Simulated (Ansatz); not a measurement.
# MoSe2 (2H-MoS2 type, space group P6_3/mmc): energy against volume

MoSe₂ (2H-MoS2 type, space group P6_3/mmc)

```
CELL_PARAMETERS angstrom
      3.27700     0.00000     0.00000
     -1.63850     2.83796     0.00000
      0.00000     0.00000    12.73101
ATOMIC_POSITIONS crystal
  Mo 0.33333 0.66667 0.25000
  Mo 0.66667 0.33333 0.75000
  Se 0.33333 0.66667 0.61852
  Se 0.66667 0.33333 0.11852
  Se 0.66667 0.33333 0.38148
  Se 0.33333 0.66667 0.88148
```

The volume is varied about the relaxed value V₀ at fixed cell shape. The atoms relax within the cell's symmetry.

The numbers are results of PBE-D3(BJ) (plane waves to 420 eV, PAW, scalar-relativistic; Ansatz, a quantum-chemistry and plane-wave program), not measurements. k mesh 12×12×3 (Γ-centred), Fermi-Dirac smearing 0.05 eV. Energies are smeared free energies. Compression counts positive. With the shape held, the modulus is that of even scaling; a crystal free to change shape is softer. MoSe2 is run without spin polarisation. MoSe2 was relaxed with its symmetry unable to fall. The PAW data are Ansatz's earlier set. ΔE is measured from the relaxed starting cell.

```tsv
V (Å³/atom)	ΔE (meV/atom)	P (GPa)
17.760	47.9	8.7
18.253	25.5	6.0
18.746	10.7	3.7
19.240	2.5	1.7
19.733	0.0	0.0
20.226	2.4	-1.5
20.720	8.9	-2.8
21.213	19.2	-3.9
21.706	32.7	-4.9
```

What the scan shows:

```
Item                                                                          Result
---------------------------------------------------------------------  -------------
Pressure at the smallest volume                                              8.7 GPa
Energy cost of the largest compression                                 47.9 meV/atom
Energy cost of the largest expansion                                   32.7 meV/atom
Bulk modulus at fixed cell shape B₀ (third-order Birch-Murnaghan fit)       63.7 GPa
Pressure derivative B₀′ (fit)                                                    4.8
Equilibrium volume of the fit                                          19.73 Å³/atom
Pressure for 5 % compression (fit)                                           3.7 GPa
```

The 9 points together took very roughly 6 core-minutes.

(A scan under strain: stresses follow from slopes of the energy per volume, elastic moduli from its curvatures.)
